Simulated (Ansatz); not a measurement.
Relaxed-ion elastic tensor of TiSi in space group Cmmm (No. 65; Ti on 2b, Si on 2d) in GPa (Voigt order), the program Ansatz at the PBEsol level (PAW); density 4.46 g/cm³, 14.13 Å³ per atom.

|  | 1 | 2 | 3 | 4 | 5 | 6 |
|---|---|---|---|---|---|---|
| 1 | 220 | 112 | 123 | 0.0 | 0.0 | 0.0 |
| 2 | 112 | 160 | 104 | 0.0 | 0.0 | 0.0 |
| 3 | 123 | 104 | 270 | 0.0 | 0.0 | 0.0 |
| 4 | 0.0 | 0.0 | 0.0 | 15.0 | 0.0 | 0.0 |
| 5 | 0.0 | 0.0 | 0.0 | 0.0 | 162 | 0.0 |
| 6 | 0.0 | 0.0 | 0.0 | 0.0 | 0.0 | 93.2 |

**Question.** Is the crystal mechanically stable?

**Answer.** Yes: the smallest eigenvalue of C is 15.0 GPa.

**Question.** Work out the Voigt, Reuss and Hill averages.

**Answer.** K_V = 148, K_R = 139, K_H = 143; G_V = 74.8, G_R = 39.6, G_H = 57.2 GPa.

**Question.** Give Young's modulus, Poisson's ratio, Pugh's ratio and the universal anisotropy index.

**Answer.** E = 9KG/(3K + G) = 151 GPa; ν = 0.32; K/G = 2.50 (ductile by the Pugh limit of 1.75); A_U = 5G_V/G_R + K_V/K_R − 6 = 4.51.

**Question.** Estimate the sound speeds and the Debye temperature.

**Answer.** v_l = √((K + 4G/3)/ρ) = 7010 m/s, v_t = √(G/ρ) = 3580 m/s, mean 4010 m/s; Θ = (h/k)(3n/4πV)^(1/3) v_m = 494 K.

**Question.** How much does each axis shrink under pressure?

**Answer.** Linear compressibilities β_i = Σ_j S_ij (j = 1 to 3): x 1.6, y 4.2, z 1.3 per TPa.

The workflow started from a Materials Project entry (that database holds measured and hypothetical structures alike); the Crystallography Open Database copy checked does not list it. COD files the formula under space group No. 25, so this cell is another polymorph or a model. Whether it is the stable phase at ambient conditions was not checked. The PBEsol relaxation kept the symmetry of its start; of distortions, only those at the zone centre were tested. No spin polarisation was allowed. As this level gives no gap, shear constants depend on the k-mesh and smearing (Fermi–Dirac, 0.1 eV here).

Potentials: the later of the program's two PAW sets.
